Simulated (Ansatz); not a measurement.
KAu5:
```
CELL_PARAMETERS angstrom
      5.67096     0.00000     0.00000
     -2.83548     4.91119     0.00000
      0.00000     0.00000     4.47785
ATOMIC_POSITIONS crystal
  Au 0.50000 0.00000 0.50000
  Au 0.50000 0.50000 0.50000
  Au 0.00000 0.50000 0.50000
  Au 0.33333 0.66667 0.00000
  Au 0.66667 0.33333 0.00000
  K  0.00000 0.00000 0.00000
```

Relaxed with PBEsol.

### Question
Map the electron localisation function on the plane through (0.333, 0.667, 0.000) spanned by u = [1, 1, 0] and v = [1, -1, 0] in lattice vectors, from DFT-PBEsol in the program Ansatz with PAW potentials.

### Answer
x is the fraction of u, y of v (the angle between them is 90°; rows are the nearest grid lines); atoms in the plane: Au at (0.00, 0.00), Au at (0.50, 0.50), Au at (0.00, 0.33), Au at (0.50, 0.83), K at (0.00, 0.67), K at (0.50, 0.17).
```
|%%**+=-:.           .:-=+**%%|
|***+=-:...::-----::...:-=+***|
|+++=-:...::-==+==-::...:-=+++|
|---:....:-=+*****+=-:....:---|
|      .:-=+**%%%**+=-:.      |
|+=-.   .--=++***++=--.   .-=+|
|@@%*:   :--==+++==--:   :*%@@|
|%@@@@+   ..:::::::..   +@@@@%|
|*#@@@*.   .........   .*@@@#*|
|@@@@*.  .:----=----:.  .*@@@@|
|%%#=.   :--=+++++=--:   .=#%%|
|      .:-=+**###**+=-:.      |
|:::.....:-+**###**+-:.....:::|
|+==-::...:-=+++++=-:...::-==+|
|*++=-:....:--===--:....:-=++*|
|%#**+-::.....:::.....::-+**#%|
|##*++=-:.           .:-=++*##|
|++==--:   :*%@@@%*:   :--==++|
|----::.  :#@@@@@@@#:  .::----|
|.....   .*@@@#+#@@@*.   .....|
|:::::.   =%@@@@@@@%=   .:::::|
|+++=--:   .=#%%%#=.   :--=+++|
|***+=--.    .:::.    .--=+***|
|%%**+=-:.           .:-=+**%%|
```
Scale: ten equal steps from 0.036 (start of ' ') to 0.877 (end of '@'), in the order ' .:-=+*#%@'; x runs from 0.000 to 1.00, y from 0.000 (bottom) to 1.00 (top).

The density is the valence pseudo-density with augmentation charge, so density and ELF within about 1 Å of a nucleus are not all-electron values.

Space group P6/mmm. The workflow started from an entry of the Crystallography Open Database (COD). Whether it is the stable phase at ambient conditions was not checked. The cell was relaxed with PBEsol under the symmetry of its start; whether a distortion lowers the energy is not shown. Spin–orbit coupling is left out wherever it is not named.

Potentials: the later of the program's two PAW sets.
